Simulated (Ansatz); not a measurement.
**Ba (simple cubic): energy against volume**

Theory: Ansatz, DFT, LDA (PW92), plane waves (420 eV) with PAW, scalar-relativistic. (PAW data from PBE, frozen cores regenerated.)

The cell is scaled uniformly from the relaxed one, with fractional coordinates and shape fixed. Energies are extrapolated to zero smearing, pressures are those at the given smearing. Magnetic state: spin not included.

A Birch-Murnaghan fit gives V₀ = 51.06 Å³/atom, B₀ = 9.4 GPa, B₀′ = 2.8.

(1) What are the energy above the minimum and the pressure at 44.625 Å³/atom?

(2) What are the energy above the minimum and the pressure at 48.682 Å³/atom?

(3) What are the energy above the minimum and the pressure at 52.739 Å³/atom?

## Answers

(1) 28.2 meV/atom and 1.45 GPa as computed.

(2) 3.5 meV/atom and 0.43 GPa as computed.

(3) 1.5 meV/atom and -0.30 GPa as computed.
